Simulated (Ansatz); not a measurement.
Calculation for As (diamond type): DFT, PBEsol, PAW with Ansatz's default frozen-core files, scalar-relativistic (Ansatz 0.2.0). This run: volume at 0.76 of the series' base cell.

The cell comes from a relaxation on PAW files under the same functional, begun from a prototype that needn't be the stable phase.

Command: `ansatz run input.yaml --threads 1 --pin off --max-ram 2048MiB --backend cpu --events-out ev --progress --plain --runs-dir out` It took 3.5 s on 1 thread of Arm Neoverse V1, on a shared host, peak memory 0.32 GiB.

```yaml
crystal:
  lattice:
    - [0.0, 2.7388905866, 2.7388905866]
    - [2.7388905866, 0.0, 2.7388905866]
    - [2.7388905866, 2.7388905866, 0.0]
  atoms:
    - { symbol: As, position: [-0.125, -0.125, -0.125] }
    - { symbol: As, position: [0.125, 0.125, 0.125] }
kpoints:
  mp_grid: { grid: [11, 11, 11] }
scf:
  occupations: { method: fermi_dirac, width: 0.08 }
hamiltonian:
  xc: pbesol
  pseudopotentials: { kind: paw }
output:
  forces: true
  stress: true
  eigenvalues: true
  populations: true
  write_density: true
  write_potential: true
  elf: true
  volumetric_format: npy
```

Output:

```
Engine: ansatz 0.2.0
Pseudopotentials: kind: paw
Pseudopotential: As, paw, valence charge 15, recommended cutoff 420 eV (normal), As.paw.azcp
Functional definition: PBEsol
  exchange = pbesol_x
  correlation = pbesol_c
Crystal: 2 atoms, lattice volume = 41.092 Å³
Basis set: ecut = 420 eV, 821 PW (Γ), exchange–correlation on 54×54×54 points (8 copies of the dense FFT grid, shifted against one another)
Bands: 19, of which v1, the nominal top of the filled ones, is band 15 counted from 1 (14 counted from 0)
Symmetry: 48 space group operations
Space group: Fd-3m (ITA 227), of the structure as read, at distance tolerance 3.5e-5 Å
k-points: 56 of 1331
Non-local potential: As, projectors of the file, l = 0: 2, l = 1: 2, l = 2: 3, l = 3: 1
PAW form: soft (Blöchl's): semilocal exchange-correlation on the pseudo side does not see the compensation charge
PAW frozen core: As, regenerated for the run's functional, and the local potential with it (the file was generated under x = pbe(κ = 0.804, μ = 0.2195149727645171), c = pbe(β = 0.06672455060314922))
PAW one-centre angular grid: As, 590 points (default); XC on 64 Gauss nodes
Initial density: superposition of atomic densities (neutral atoms: chi_scale 0, normalization atom), corrected by the library's trained network
Initial wavefunctions: pseudopotential atomic-orbital guess
Functional: x = pbesol(κ = 0.804, μ = 0.12345679012345678), c = pbesol(β = 0.046)
SCF iter   1: F=—  HF=-9624.514042 eV  |F-HF|=—  |Δ(HF+E_count)|=         —  Δρ=2.78e-3  dr2=4.45e-3  ethr=1.77e-3  ⟨swp⟩=5.4  Hψ=5045  notcnv=0
preconditioner: auto → Kerker (q_TF=auto, 2.589 Å⁻¹)  [metal: Δε(μ)=0.060 eV  Ē_g=11.054 eV  σ=0.080 eV  W_gap=0.18  n_scr=14 (ndim 8)  ℏωp=18.3 eV  f_vac=0.010  D(μ)=0.86/eV (n_scr^D=0)]
SCF iter   2: F=—  HF=-9624.512462 eV  |F-HF|=—  |Δ(HF+E_count)|=   1.58e-3  Δρ=1.89e-3  dr2=2.25e-3  ethr=1.48e-5  ⟨swp⟩=2.0  Hψ=2157  notcnv=0
SCF iter   3: F=—  HF=-9624.512055 eV  |F-HF|=—  |Δ(HF+E_count)|=   4.08e-4  Δρ=6.57e-4  dr2=3.49e-4  ethr=7.51e-6  ⟨swp⟩=1.0  Hψ=1066  notcnv=0
SCF iter   4: F=—  HF=-9624.512023 eV  |F-HF|=—  |Δ(HF+E_count)|=   3.14e-5  Δρ=1.86e-4  dr2=1.21e-5  ethr=1.16e-6  ⟨swp⟩=2.0  Hψ=1343  notcnv=0
SCF iter   5: F=—  HF=-9624.512032 eV  |F-HF|=—  |Δ(HF+E_count)|=   9.18e-6  Δρ=4.36e-5  dr2=5.06e-7  ethr=4.04e-8  ⟨swp⟩=2.0  Hψ=1919  notcnv=0
SCF iter   6: F=-9624.512029 eV  HF=-9624.512029 eV  |F-HF|=2.76e-8  |Δ(HF+E_count)|=   2.99e-6  Δρ=9.50e-6  dr2=2.19e-8  ethr=3.33e-10  ⟨swp⟩=9.5  Hψ=9349  notcnv=0
SCF 1 converged in 6 iterations: F = -9624.512029 eV  dr2 = 2.19e-8
  greatest PAW one-centre occupation: 0.999 electrons in one spin orbital (limit 2), on the As atom at site 1 (counted from 0), in its partial waves of l = 2
SCF converged after 6 iterations
Free energy (F): -9624.512029 eV
Harris-Foulkes:  -9624.512029 eV  (|F-HF|=2.76e-8)
Internal energy: -9624.494021 eV  (E = F + TS)
E sigma→0 (E₀):  -9624.503025 eV
Entropy (-TS):   -0.018009 eV (-9.004 meV/atom)
Fermi energy:    11.530384 eV
--- Per-component energies (eV) ---
  E_band       = -456.693304
  E_kinetic    = 211.994429
  E_local      = -3507.008775  (includes V_loc(G=0)·N_el)
  E_nonlocal   = -1336.630864
  E_hartree    = 1936.033912
  E_xc         = -160.532142
  E_vxc        = -162.403635  (∫ρ·V_xc dr)
  E_paw        = -3584.176629  (= ΣΔE_a)
  E_vpaw       = 465.293195  (= ΣTr[D̂ρ^β])
  E_aug_tail   = 0.000015  (compensation charges beyond the density's cutoff)
  E_ewald      = -3186.106823
  E_core_change = 1.932857  (= ΣΔE_core)
  E_smearing   = -0.018009  (= −TS)
  E_closure    = -0.000000  (closes the sum)
  Σ components = -9624.512029   (vs F -9624.512029, Δ=0.00e0)
--- Forces (eV/Å), atoms counted from 1 ---
  atom   1  As    -0.00000000     0.00000000     0.00000000
  atom   2  As    -0.00000000    -0.00000000    -0.00000000
  max |Σ_I F_I| component: 1.85e-17 eV/Å
--- Stress (GPa, compression-positive) ---
       23.677257       0.000000       0.000000
        0.000000      23.677257      -0.000000
       -0.000000      -0.000000      23.677257
  P = ⅓ Tr σ = 23.6773 GPa (236.773 kbar)
--- Band table (eV; the first three rows and the last of 56) ---
  k-point 0: bands = ["-25.1082", "-25.1082", "-25.1082", "-25.0743", "-25.0743", "-24.9377", "-24.9377", "-24.9366", "-24.9366", "-24.9366", "-4.8547", "7.5900", "8.6697", "8.6697", "8.6697", "11.8325", "11.8325", "11.8325", "16.5119"]
  k-point 1: bands = ["-25.1107", "-25.1107", "-25.1071", "-25.0708", "-25.0708", "-24.9457", "-24.9457", "-24.9378", "-24.9293", "-24.9293", "-4.7530", "6.3867", "8.5023", "8.5023", "9.3427", "12.0699", "12.0699", "12.1696", "17.0137"]
  k-point 2: bands = ["-25.1157", "-25.1157", "-25.1040", "-25.0633", "-25.0633", "-24.9538", "-24.9538", "-24.9409", "-24.9229", "-24.9229", "-4.4539", "4.7002", "8.1417", "8.1417", "9.4800", "12.5785", "12.5785", "13.3515", "18.0470"]
  k-point 55: bands = ["-25.1405", "-25.1370", "-25.0490", "-25.0292", "-25.0141", "-25.0022", "-24.9982", "-24.9816", "-24.9001", "-24.8968", "-1.2801", "-0.5108", "4.8558", "5.4626", "12.4617", "13.7729", "14.6597", "14.7489", "19.4207"]
--- Löwdin populations: 2 sites ---
  site symbol       q [e]
     0     As     14.9187
     1     As     14.9187
  spilling = 0.005421 (of n_electrons = 30.000000)
```

populations.tsv:

```
# site	symbol	l	j	q
# orbitals = lowdin
# n_electrons = 30.000000
# spilling = 0.005421
0	As	0_4S	-	1.718024
0	As	1_4P	-	3.202999
0	As	2_3D	-	9.997655
1	As	0_4S	-	1.718024
1	As	1_4P	-	3.202999
1	As	2_3D	-	9.997655
```

Next run (volume at 0.68 of the series' base cell), as changes to the input before:

```diff
   lattice:
-    - [0.0, 2.7388905866, 2.7388905866]
-    - [2.7388905866, 0.0, 2.7388905866]
-    - [2.7388905866, 2.7388905866, 0.0]
+    - [0.0, 2.6392049891, 2.6392049891]
+    - [2.6392049891, 0.0, 2.6392049891]
+    - [2.6392049891, 2.6392049891, 0.0]
   atoms:
   populations: true
-  write_density: true
-  write_potential: true
-  elf: true
-  volumetric_format: npy
```

Command: `ansatz run input.yaml --threads 1 --pin off --max-ram 2048MiB --backend cpu --events-out ev --progress --plain --runs-dir out` It took 2.8 s on 1 thread of Arm Neoverse V1 (shared host), peak memory 0.31 GiB.

Results part of the output:

```
SCF 1 converged in 6 iterations: F = -9623.658301 eV  dr2 = 5.89e-9
  greatest PAW one-centre occupation: 0.999 electrons in one spin orbital (limit 2), on the As atom at site 1 (counted from 0), in its partial waves of l = 2
SCF converged after 6 iterations
Free energy (F): -9623.658301 eV
Harris-Foulkes:  -9623.658301 eV  (|F-HF|=5.10e-8)
Internal energy: -9623.644498 eV  (E = F + TS)
E sigma→0 (E₀):  -9623.651399 eV
Entropy (-TS):   -0.013803 eV (-6.901 meV/atom)
Fermi energy:    13.546867 eV
--- Per-component energies (eV) ---
  E_band       = -408.706613
  E_kinetic    = 216.235287
  E_local      = -3315.905362  (includes V_loc(G=0)·N_el)
  E_nonlocal   = -1335.953497
  E_hartree    = 1863.583370
  E_xc         = -162.373232
  E_vxc        = -164.829769  (∫ρ·V_xc dr)
  E_paw        = -3584.714449  (= ΣΔE_a)
  E_vpaw       = 464.584996  (= ΣTr[D̂ρ^β])
  E_aug_tail   = 0.000017  (compensation charges beyond the density's cutoff)
  E_ewald      = -3306.449488
  E_core_change = 1.932857  (= ΣΔE_core)
  E_smearing   = -0.013803  (= −TS)
  E_closure    = 0.000000  (closes the sum)
  Σ components = -9623.658301   (vs F -9623.658301, Δ=0.00e0)
--- Forces (eV/Å), atoms counted from 1 ---
  atom   1  As    -0.00000000    -0.00000000     0.00000000
  atom   2  As    -0.00000000    -0.00000000    -0.00000000
  max |Σ_I F_I| component: 9.25e-17 eV/Å
--- Stress (GPa, compression-positive) ---
       40.996435       0.000000       0.000000
       -0.000000      40.996435      -0.000000
        0.000000       0.000000      40.996435
  P = ⅓ Tr σ = 40.9964 GPa (409.964 kbar)
--- Band table (eV; the first three rows and the last of 56) ---
  k-point 0: bands = ["-23.4707", "-23.4707", "-23.4707", "-23.4260", "-23.4260", "-23.2369", "-23.2369", "-23.2369", "-23.2333", "-23.2333", "-4.0267", "10.3530", "10.3530", "10.3530", "10.4745", "13.6349", "13.6349", "13.6349", "18.5987"]
  k-point 1: bands = ["-23.4743", "-23.4743", "-23.4692", "-23.4210", "-23.4210", "-23.2468", "-23.2468", "-23.2384", "-23.2243", "-23.2243", "-3.9134", "8.4997", "10.1590", "10.1590", "11.6496", "13.9058", "13.9058", "14.0952", "19.1492"]
  k-point 2: bands = ["-23.4813", "-23.4813", "-23.4652", "-23.4103", "-23.4103", "-23.2577", "-23.2577", "-23.2427", "-23.2157", "-23.2157", "-3.5791", "6.5212", "9.7484", "9.7484", "11.6918", "14.4709", "14.4709", "15.6023", "20.2313"]
  k-point 55: bands = ["-23.5152", "-23.5104", "-23.3911", "-23.3636", "-23.3416", "-23.3248", "-23.3189", "-23.2958", "-23.1845", "-23.1799", "-0.0018", "0.8412", "5.9953", "6.6890", "14.4966", "16.0565", "16.6500", "16.6962", "21.9653"]
--- Löwdin populations: 2 sites ---
  site symbol       q [e]
     0     As     14.9012
     1     As     14.9012
  spilling = 0.006590 (of n_electrons = 30.000000)
```

Next run (volume at 0.68 of the series' base cell, core large), as changes to the input before:

```diff
   xc: pbesol
-  pseudopotentials: { kind: paw }
+  pseudopotentials: { kind: paw, core: large }
 output:
   eigenvalues: true
-  populations: true
```

Results part of the output:

```
Warning: of As the run reads no dataset of the core that `hamiltonian.pseudopotentials.core` asks for: this build lists none beside the file that it uses, or the input names that file
SCF 1 converged in 6 iterations: F = -9623.658301 eV  dr2 = 5.89e-9
  greatest PAW one-centre occupation: 0.999 electrons in one spin orbital (limit 2), on the As atom at site 1 (counted from 0), in its partial waves of l = 2
SCF converged after 6 iterations
Free energy (F): -9623.658301 eV
Harris-Foulkes:  -9623.658301 eV  (|F-HF|=5.10e-8)
Internal energy: -9623.644498 eV  (E = F + TS)
E sigma→0 (E₀):  -9623.651399 eV
Entropy (-TS):   -0.013803 eV (-6.901 meV/atom)
Fermi energy:    13.546867 eV
--- Per-component energies (eV) ---
  E_band       = -408.706613
  E_kinetic    = 216.235287
  E_local      = -3315.905362  (includes V_loc(G=0)·N_el)
  E_nonlocal   = -1335.953497
  E_hartree    = 1863.583370
  E_xc         = -162.373232
  E_vxc        = -164.829769  (∫ρ·V_xc dr)
  E_paw        = -3584.714449  (= ΣΔE_a)
  E_vpaw       = 464.584996  (= ΣTr[D̂ρ^β])
  E_aug_tail   = 0.000017  (compensation charges beyond the density's cutoff)
  E_ewald      = -3306.449488
  E_core_change = 1.932857  (= ΣΔE_core)
  E_smearing   = -0.013803  (= −TS)
  E_closure    = 0.000000  (closes the sum)
  Σ components = -9623.658301   (vs F -9623.658301, Δ=0.00e0)
--- Forces (eV/Å), atoms counted from 1 ---
  atom   1  As     0.00000000    -0.00000000     0.00000000
  atom   2  As     0.00000000    -0.00000000     0.00000000
  max |Σ_I F_I| component: 3.70e-17 eV/Å
--- Stress (GPa, compression-positive) ---
       40.996435      -0.000000       0.000000
       -0.000000      40.996435       0.000000
        0.000000      -0.000000      40.996435
  P = ⅓ Tr σ = 40.9964 GPa (409.964 kbar)
--- Band table (eV; the first three rows and the last of 56) ---
  k-point 0: bands = ["-23.4707", "-23.4707", "-23.4707", "-23.4260", "-23.4260", "-23.2369", "-23.2369", "-23.2369", "-23.2333", "-23.2333", "-4.0267", "10.3530", "10.3530", "10.3530", "10.4745", "13.6349", "13.6349", "13.6349", "18.5987"]
  k-point 1: bands = ["-23.4743", "-23.4743", "-23.4692", "-23.4210", "-23.4210", "-23.2468", "-23.2468", "-23.2384", "-23.2243", "-23.2243", "-3.9134", "8.4997", "10.1590", "10.1590", "11.6496", "13.9058", "13.9058", "14.0952", "19.1492"]
  k-point 2: bands = ["-23.4813", "-23.4813", "-23.4652", "-23.4103", "-23.4103", "-23.2577", "-23.2577", "-23.2427", "-23.2157", "-23.2157", "-3.5791", "6.5212", "9.7484", "9.7484", "11.6918", "14.4709", "14.4709", "15.6023", "20.2313"]
  k-point 55: bands = ["-23.5152", "-23.5104", "-23.3911", "-23.3636", "-23.3416", "-23.3248", "-23.3189", "-23.2958", "-23.1845", "-23.1799", "-0.0018", "0.8412", "5.9953", "6.6890", "14.4966", "16.0565", "16.6500", "16.6962", "21.9653"]
```

Next run (volume at 0.6 of the series' base cell), as changes to the input before:

```diff
   lattice:
-    - [0.0, 2.6392049891, 2.6392049891]
-    - [2.6392049891, 0.0, 2.6392049891]
-    - [2.6392049891, 2.6392049891, 0.0]
+    - [0.0, 2.5313599391, 2.5313599391]
+    - [2.5313599391, 0.0, 2.5313599391]
+    - [2.5313599391, 2.5313599391, 0.0]
   atoms:
   xc: pbesol
-  pseudopotentials: { kind: paw, core: large }
+  pseudopotentials: { kind: paw }
 output:
   eigenvalues: true
+  populations: true
```

Results part of the output:

```
SCF 1 converged in 6 iterations: F = -9622.196822 eV  dr2 = 3.22e-8
  greatest PAW one-centre occupation: 0.999 electrons in one spin orbital (limit 2), on the As atom at site 1 (counted from 0), in its partial waves of l = 2
SCF converged after 6 iterations
Free energy (F): -9622.196822 eV
Harris-Foulkes:  -9622.196822 eV  (|F-HF|=3.76e-8)
Internal energy: -9622.185035 eV  (E = F + TS)
E sigma→0 (E₀):  -9622.190929 eV
Entropy (-TS):   -0.011786 eV (-5.893 meV/atom)
Fermi energy:    16.112544 eV
--- Per-component energies (eV) ---
  E_band       = -349.161800
  E_kinetic    = 221.807005
  E_local      = -3095.176531  (includes V_loc(G=0)·N_el)
  E_nonlocal   = -1335.006705
  E_hartree    = 1781.687410
  E_xc         = -164.669436
  E_vxc        = -167.844976  (∫ρ·V_xc dr)
  E_paw        = -3585.443501  (= ΣΔE_a)
  E_vpaw       = 463.671019  (= ΣTr[D̂ρ^β])
  E_aug_tail   = 0.000010  (compensation charges beyond the density's cutoff)
  E_ewald      = -3447.316145
  E_core_change = 1.932857  (= ΣΔE_core)
  E_smearing   = -0.011786  (= −TS)
  E_closure    = -0.000000  (closes the sum)
  Σ components = -9622.196822   (vs F -9622.196822, Δ=0.00e0)
--- Forces (eV/Å), atoms counted from 1 ---
  atom   1  As     0.00000000     0.00000000     0.00000000
  atom   2  As     0.00000000     0.00000000     0.00000000
  max |Σ_I F_I| component: 1.39e-16 eV/Å
--- Stress (GPa, compression-positive) ---
       69.653631       0.000000       0.000000
       -0.000000      69.653631      -0.000000
        0.000000      -0.000000      69.653631
  P = ⅓ Tr σ = 69.6536 GPa (696.536 kbar)
--- Band table (eV; the first three rows and the last of 56) ---
  k-point 0: bands = ["-21.4578", "-21.4578", "-21.4578", "-21.3980", "-21.3980", "-21.1308", "-21.1308", "-21.1308", "-21.1178", "-21.1178", "-2.9757", "12.5098", "12.5098", "12.5098", "14.1191", "15.8920", "15.8920", "15.8920", "21.2084"]
  k-point 1: bands = ["-21.4632", "-21.4632", "-21.4558", "-21.3904", "-21.3904", "-21.1417", "-21.1417", "-21.1330", "-21.1082", "-21.1082", "-2.8481", "10.8949", "12.2796", "12.2796", "14.7595", "16.2070", "16.2070", "16.6160", "21.8176"]
  k-point 2: bands = ["-21.4732", "-21.4732", "-21.4505", "-21.3748", "-21.3748", "-21.1563", "-21.1563", "-21.1389", "-21.0969", "-21.0969", "-2.4707", "8.6756", "11.8036", "11.8036", "14.5136", "16.8414", "16.8414", "18.5614", "22.8439"]
  k-point 55: bands = ["-21.5208", "-21.5138", "-21.3484", "-21.3091", "-21.2761", "-21.2518", "-21.2425", "-21.2096", "-21.0531", "-21.0466", "1.6096", "2.5359", "7.4457", "8.2506", "16.9550", "18.8127", "19.0889", "19.3015", "25.1595"]
--- Löwdin populations: 2 sites ---
  site symbol       q [e]
     0     As     14.8787
     1     As     14.8787
  spilling = 0.008089 (of n_electrons = 30.000000)
```

Next run (volume at 0.52 of the series' base cell), as changes to the input before:

```diff
   lattice:
-    - [0.0, 2.5313599391, 2.5313599391]
-    - [2.5313599391, 0.0, 2.5313599391]
-    - [2.5313599391, 2.5313599391, 0.0]
+    - [0.0, 2.4134479325, 2.4134479325]
+    - [2.4134479325, 0.0, 2.4134479325]
+    - [2.4134479325, 2.4134479325, 0.0]
   atoms:
   mp_grid: { grid: [11, 11, 11] }
+  band_path:
+    path:
+      - [0.0, 0.0, 0.0]
+      - [0.5, 0.0, 0.5]
+      - [0.625, 0.25, 0.625]
+      - [0.375, 0.375, 0.75]
+      - [0.0, 0.0, 0.0]
+      - [0.5, 0.5, 0.5]
+      - [0.5, 0.25, 0.75]
+      - [0.5, 0.0, 0.5]
+    npoints: 8
 scf:
   populations: true
+  dos: { projected: true, de: 0.2, e_range: [-14, 8] }
```

Results part of the output:

```
SCF 1 converged in 6 iterations: F = -9619.712905 eV  dr2 = 8.06e-8
  greatest PAW one-centre occupation: 1.000 electrons in one spin orbital (limit 2), on the As atom at site 1 (counted from 0), in its partial waves of l = 2
NSCF: frozen V_eff on 57 k-points
SCF converged after 6 iterations
Free energy (F): -9619.712905 eV
Harris-Foulkes:  -9619.712905 eV  (|F-HF|=4.83e-8)
Internal energy: -9619.698637 eV  (E = F + TS)
E sigma→0 (E₀):  -9619.705771 eV
Entropy (-TS):   -0.014267 eV (-7.134 meV/atom)
Fermi energy:    19.297094 eV
--- Per-component energies (eV) ---
  E_band       = -273.225408
  E_kinetic    = 229.332571
  E_local      = -2835.344487  (includes V_loc(G=0)·N_el)
  E_nonlocal   = -1333.683180
  E_hartree    = 1687.824818
  E_xc         = -167.602974
  E_vxc        = -171.680377  (∫ρ·V_xc dr)
  E_paw        = -3586.419191  (= ΣΔE_a)
  E_vpaw       = 462.479709  (= ΣTr[D̂ρ^β])
  E_aug_tail   = 0.000019  (compensation charges beyond the density's cutoff)
  E_ewald      = -3615.739071
  E_core_change = 1.932857  (= ΣΔE_core)
  E_smearing   = -0.014267  (= −TS)
  E_closure    = 0.000000  (closes the sum)
  Σ components = -9619.712905   (vs F -9619.712905, Δ=0.00e0)
--- Forces (eV/Å), atoms counted from 1 ---
  atom   1  As     0.00000000    -0.00000000    -0.00000000
  atom   2  As     0.00000000    -0.00000000    -0.00000000
  max |Σ_I F_I| component: 1.02e-16 eV/Å
--- Stress (GPa, compression-positive) ---
      119.527315      -0.000000       0.000000
       -0.000000     119.527315       0.000000
       -0.000000      -0.000000     119.527315
  P = ⅓ Tr σ = 119.5273 GPa (1195.273 kbar)
--- Band table (eV; the first three rows and the last of 56) ---
  k-point 0: bands = ["-18.9231", "-18.9231", "-18.9231", "-18.8417", "-18.8417", "-18.4518", "-18.4518", "-18.4518", "-18.4194", "-18.4194", "-1.5915", "15.3704", "15.3704", "15.3704", "18.8084", "18.8084", "18.8084", "18.8374", "24.5676"]
  k-point 1: bands = ["-18.9315", "-18.9315", "-18.9204", "-18.8299", "-18.8299", "-18.4640", "-18.4640", "-18.4550", "-18.4091", "-18.4091", "-1.4459", "13.8061", "15.0877", "15.0877", "18.5857", "19.1850", "19.1850", "20.3275", "25.2497"]
  k-point 2: bands = ["-18.9463", "-18.9463", "-18.9130", "-18.8064", "-18.8064", "-18.4833", "-18.4833", "-18.4635", "-18.3945", "-18.3945", "-1.0141", "11.3497", "14.5223", "14.5223", "18.1056", "19.9075", "19.9075", "22.5957", "25.9090"]
  k-point 55: bands = ["-19.0148", "-19.0045", "-18.7687", "-18.7109", "-18.6596", "-18.6231", "-18.6080", "-18.5594", "-18.3316", "-18.3219", "3.7175", "4.7399", "9.3512", "10.3038", "20.0197", "21.9649", "22.5836", "22.7171", "29.2771"]
--- Löwdin populations: 2 sites ---
  site symbol       q [e]
     0     As     14.8539
     1     As     14.8539
  spilling = 0.009739 (of n_electrons = 30.000000)
```

The PAW files were made under PBE. The structure type is held throughout; the real material can change phase at far lower pressure.
